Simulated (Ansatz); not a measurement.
Zone-centre modes in Ga2O3

Computed with DFT PBE, scalar-relativistic, plane waves, PAW (Ansatz 0.2.0). Cutoff 420 eV, Γ-centred 6×6×6 k-points, Gaussian smearing of 0.05 eV. No spin polarisation.

The starting cell (relaxed at this level; this form isn't the usual structure):

```xyz
10
Lattice="2.5287 1.4600 4.5410 -2.5287 1.4600 4.5410 0.0000 -2.9199 4.5410" Properties=species:S:1:pos:R:3 pbc="T T T"
Ga    0.0000    0.0000    4.8480
Ga    0.0000    0.0000    1.9635
Ga    0.0000    0.0000    8.7751
Ga    0.0000    0.0000   11.6596
O    -0.9954    1.4600    7.9468
O    -0.7666   -1.5921    7.9468
O     1.7621    0.1321    7.9468
O     0.9954   -1.4600    5.6763
O     0.7666    1.5921    5.6763
O    -1.7621   -0.1321    5.6763
```

Harmonic modes by finite displacements of 0.02 Å, without the LO–TO term.

Q: At this geometry, is the structure stable against these modes?

A: Yes: no mode is imaginary beyond 10 cm⁻¹, and only the three translations lie near zero.

Q: List the wavenumbers in cm⁻¹.

A: 0, 0, 0, 143, 199, 207, 207, 220, 220, 249, 267, 267, 308, 308, 309, 309, 318, 398, 398, 430, 430, 447, 499, 526, 526, 526, 576, 634, 634, 648.

Cost: 1 run of about 5 core-minutes, on Arm Neoverse V2 (shared hosts).